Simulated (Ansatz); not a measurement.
## Zincblende alloy of GaAs and AlAs (4 of 32 Ga sites exchanged), 64 atoms

Ansatz, PAW, plane waves. PBEsol relaxation of volume and atoms (shape held) at the single k point (¼, ¼, ¼) without its symmetry partners; single points on the relaxed atoms at the single k point (¼, ¼, ¼) without its symmetry partners, onto which points of the small cell's zone fold. Arrangement: random. No spin–orbit coupling unless named.

Relaxed structure:

```cif
data_structure
_symmetry_space_group_name_H-M 'P 1'
_symmetry_Int_Tables_number 1
_cell_length_a 11.3230
_cell_length_b 11.3230
_cell_length_c 11.3230
_cell_angle_alpha 90.000
_cell_angle_beta 90.000
_cell_angle_gamma 90.000
_cell_volume 1451.72
loop_
_atom_site_label
_atom_site_type_symbol
_atom_site_fract_x
_atom_site_fract_y
_atom_site_fract_z
_atom_site_occupancy
Al1 Al 0.99937 0.00020 0.99931 1
Al2 Al 0.99943 0.49970 0.49983 1
Al3 Al 0.25002 0.74944 0.99972 1
Al4 Al 0.24965 0.99993 0.24964 1
Ga1 Ga 0.99993 0.00024 0.50031 1
Ga2 Ga 0.99971 0.50005 0.00042 1
Ga3 Ga 0.50018 0.00031 0.99996 1
Ga4 Ga 0.49972 0.00053 0.50013 1
Ga5 Ga 0.49988 0.49985 0.00018 1
Ga6 Ga 0.50002 0.50003 0.50005 1
Ga7 Ga 0.24983 0.25017 0.00027 1
Ga8 Ga 0.25008 0.24979 0.50007 1
Ga9 Ga 0.24968 0.75011 0.50062 1
Ga10 Ga 0.74957 0.25029 0.00054 1
Ga11 Ga 0.74972 0.25001 0.50044 1
Ga12 Ga 0.74993 0.75009 0.00057 1
Ga13 Ga 0.74978 0.75057 0.50038 1
Ga14 Ga 0.25029 0.00049 0.74984 1
Ga15 Ga 0.25027 0.50027 0.25046 1
Ga16 Ga 0.25030 0.50009 0.74994 1
Ga17 Ga 0.74986 0.00020 0.25054 1
Ga18 Ga 0.74966 0.00031 0.74996 1
Ga19 Ga 0.74963 0.50064 0.25019 1
Ga20 Ga 0.75002 0.50057 0.75056 1
Ga21 Ga 0.00018 0.25054 0.25017 1
Ga22 Ga 0.99983 0.25045 0.75045 1
Ga23 Ga 0.99962 0.75018 0.25049 1
Ga24 Ga 0.00034 0.75037 0.75011 1
Ga25 Ga 0.49989 0.25041 0.25016 1
Ga26 Ga 0.50016 0.25045 0.75041 1
Ga27 Ga 0.50025 0.75024 0.25021 1
Ga28 Ga 0.50026 0.75035 0.74980 1
As1 As 0.12429 0.12524 0.12474 1
As2 As 0.12478 0.12531 0.62517 1
As3 As 0.12468 0.62489 0.12562 1
As4 As 0.12461 0.62467 0.62505 1
As5 As 0.62479 0.12505 0.12529 1
As6 As 0.62460 0.12500 0.62506 1
As7 As 0.62456 0.62498 0.12495 1
As8 As 0.62497 0.62502 0.62505 1
As9 As 0.37471 0.37513 0.12496 1
As10 As 0.37491 0.37484 0.62486 1
As11 As 0.37525 0.87486 0.12477 1
As12 As 0.37489 0.87522 0.62491 1
As13 As 0.87460 0.37527 0.12535 1
As14 As 0.87462 0.37514 0.62559 1
As15 As 0.87486 0.87533 0.12540 1
As16 As 0.87489 0.87533 0.62528 1
As17 As 0.37471 0.12492 0.37475 1
As18 As 0.37502 0.12533 0.87517 1
As19 As 0.37502 0.62542 0.37544 1
As20 As 0.37560 0.62474 0.87463 1
As21 As 0.87492 0.12535 0.37524 1
As22 As 0.87423 0.12568 0.87491 1
As23 As 0.87454 0.62552 0.37526 1
As24 As 0.87514 0.62549 0.87530 1
As25 As 0.12536 0.37504 0.37522 1
As26 As 0.12507 0.37530 0.87524 1
As27 As 0.12475 0.87501 0.37551 1
As28 As 0.12552 0.87548 0.87493 1
As29 As 0.62501 0.37507 0.37509 1
As30 As 0.62504 0.37549 0.87536 1
As31 As 0.62468 0.87535 0.37540 1
As32 As 0.62506 0.87509 0.87511 1
```

Problem. What are the mean bond lengths by pair (pairs within 1.2 times the sum of covalent radii, less contacts 15 % beyond the pair's median; cation–cation pairs of compounds aside; long ionic contacts are cut short by that bound)?

Solution. Al–As 2.454 ± 0.001 Å (standard deviation, 16 bonds); As–Ga 2.451 ± 0.001 Å (standard deviation, 112 bonds).

Problem. What gap lies between the top filled and the lowest empty level in the single points?

Solution. HSE06 2.27 eV (38 s on NVIDIA GB200). Away from Γ this isn't the crystal's band gap.
